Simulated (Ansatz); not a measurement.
## Levels of theory for SiGe2N4 (β-Si3N4 sites, P2_1/m)

All numbers come from the PAW code Ansatz. The calculation is non-magnetic, and the structure need not be a phase that has been made.

Structure: SiGe2N4 on the sites of β-Si3N4 (relaxed group P2_1/m), at its r2SCAN minimum. Space group P2_1/m (No. 11), monoclinic; conventional cell a = 7.873 Å, b = 3.019 Å, c = 7.897 Å, β = 119.6°, 11.66 Å³ an atom. Around Si lie 4 N at 1.73–1.76 Å; around Ge lie 4 N at 1.82–1.85 Å; around Ge lie 4 N at 1.83–1.84 Å; around N lie 1 Si at 1.73 Å and 2 Ge at 1.83 Å; around N lie 2 Si at 1.76 Å and 1 Ge at 1.85 Å; around N lie 3 Ge at 1.82–1.84 Å.

```
Si Ge N
1.0
     7.93201    0.00000    0.01404
     0.00000    3.01850    0.00000
    -3.95383    0.00000    6.80812
Si Ge N
2 4 8
Direct
  0.40893 0.25000 0.17465
  0.59107 0.75000 0.82535
  0.17738 0.75000 0.77211
  0.23721 0.75000 0.40467
  0.76279 0.25000 0.59533
  0.82262 0.25000 0.22789
  0.65818 0.25000 0.32857
  0.34182 0.75000 0.67143
  0.30564 0.25000 0.32314
  0.34005 0.75000 0.04164
  0.97148 0.75000 0.30014
  0.02852 0.25000 0.69986
  0.69436 0.75000 0.67686
  0.65995 0.25000 0.95836
```

Gaps on the r2SCAN cell, each the least over its mesh and the special points:
```
  level  k mesh  gap (eV)      kind           edges  least direct gap (eV)
    PBE   4×8×4      2.97  indirect  Γ–Z (0.30) → Γ                   3.01
PBE+SOC   4×8×4      2.97  indirect  Γ–Z (0.29) → Γ                   3.01
 r2SCAN   4×8×4      3.47  indirect  Γ–Z (0.29) → Γ                   3.52
  HSE06   2×6×2      4.49  indirect  Γ–Z (0.29) → Γ                   4.55
   PBE0   2×6×2      5.24  indirect  Γ–Z (0.29) → Γ                   5.29
```
PBE: smearing of 0.02 eV; the others have fixed occupations.
Wave cutoffs: 420 eV, 500 eV (r2SCAN).
Points off the special ones are mesh points or PBE's searched band edges, reused at the other levels.

HSE06 gives an indirect gap of 4.49 eV, from Γ–Z (0.29 of the way from Γ) to Γ; the least direct gap is 4.55 eV at Γ. Spin-orbit coupling changes the PBE gap by 0.00 eV, to 2.97 eV.

r2SCAN covers 33 % of the step from PBE to HSE06. Spin-orbit coupling moves the least or the direct gap by up to 0.01 eV, so it can be left out where a tenth of an eV counts. All these functionals give a gap of the same kind, indirect.

r2SCAN (ground state on 4×8×4): The clamped-ion dielectric constant comes out as a tensor with principal values 4.42, 4.50, 4.55. Born charges, averaged over directions: Si +3.46, Ge +3.32 to +3.40, N -2.58 to -2.47 e. The program notes that the ground state's band table doesn't vouch for all the bands that the response reads.

Only the levels marked +SOC include spin-orbit coupling.

The meshes of the hybrids are coarse, so their gaps aren't converged to the digits shown.
